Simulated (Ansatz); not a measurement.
## Perovskite alloy of SrTiO3 and BaTiO3 (5 of 8 Sr sites exchanged), 40 atoms

Ansatz, PAW, plane waves. PBEsol relaxation of volume and atoms (shape held) at the single k point (¼, ¼, ¼) without its symmetry partners; single points on the relaxed atoms at the single k point (¼, ¼, ¼) without its symmetry partners, onto which points of the small cell's zone fold. Arrangement: random. No spin–orbit coupling unless named.

Relaxed structure:

```
Ba Sr Ti O
1.0
     7.90536    0.00000    0.00000
     0.00000    7.90536    0.00000
     0.00000    0.00000    7.90536
Ba Sr Ti O
5 3 8 24
Direct
  0.00375 0.00271 0.00227
  0.00388 0.50335 0.00242
  0.00392 0.50328 0.50230
  0.50375 0.50329 0.00246
  0.50356 0.50317 0.50210
  0.00725 0.00536 0.50529
  0.50677 0.00536 0.00578
  0.50653 0.00519 0.50506
  0.25950 0.25362 0.25803
  0.25989 0.25387 0.75605
  0.25915 0.76119 0.25768
  0.25952 0.76114 0.75528
  0.75752 0.25388 0.25842
  0.75732 0.25435 0.75586
  0.75675 0.76115 0.25807
  0.75673 0.76125 0.75528
  0.25185 0.24265 0.99480
  0.24885 0.24057 0.49547
  0.25078 0.75199 0.99445
  0.24851 0.75286 0.49525
  0.74491 0.24242 0.99470
  0.74635 0.23999 0.49555
  0.74548 0.75230 0.99452
  0.74633 0.75374 0.49540
  0.99625 0.24266 0.25039
  0.99615 0.24241 0.74346
  0.99590 0.75202 0.24934
  0.99596 0.75231 0.74403
  0.49691 0.24059 0.24740
  0.49701 0.23999 0.74490
  0.49670 0.75287 0.24706
  0.49683 0.75372 0.74491
  0.24999 0.99679 0.24852
  0.24841 0.99674 0.74194
  0.24940 0.49429 0.24795
  0.24978 0.49435 0.74656
  0.74337 0.99675 0.24695
  0.74494 0.99686 0.74352
  0.74804 0.49437 0.24833
  0.74783 0.49452 0.74638
```

Q: What are the mean bond lengths by pair (pairs within 1.2 times the sum of covalent radii, less contacts 15 % beyond the pair's median; cation–cation pairs of compounds aside; long ionic contacts are cut short by that bound)?

A: Ba–O 2.814 ± 0.049 Å (standard deviation, 60 bonds); O–Sr 2.768 ± 0.076 Å (standard deviation, 36 bonds); O–Ti 1.980 ± 0.096 Å (standard deviation, 48 bonds).

Q: What gap lies between the top filled and the lowest empty level in the single points?

A: r²SCAN 3.28 eV (44 s on 2 threads of EPYC 7R13). Away from Γ this isn't the crystal's band gap.
